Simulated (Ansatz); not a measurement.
With plane-wave PAW PBE (Ansatz code), GaN in the hexagonal phase (P6_222; Ga on 3d, N on 3c) relaxes to a = 3.164 Å, c = 7.439 Å. Its formation energy from the elements is -63 meV/atom, with no fitted shifts.

It is gapped at this level: 1.20 eV (direct). The valence maximum lies at Γ and the conduction minimum at Γ. Gap from PBE with spin–orbit coupling: 1.20 eV. Electrons at the band edge weigh 0.12 mₑ (isotropic). The hole mass is 0.54, 0.54, 5.3 mₑ (principal values).

An equation-of-state fit gives a bulk modulus of 180 GPa.

The start of the workflow was typed in or built on a structure type; neither database checked (COD, Materials Project) lists it. It is not the phase usual at ambient conditions (space group No. 186, 216). The PBE relaxation kept the symmetry of its start; whether a distortion lowers the energy is not shown. The references are the lowest solids computed at this level, not always the standard phases (solids in place of the gases). Spin–orbit coupling is left out wherever it is not named.

Potentials: the later of the program's two PAW sets.
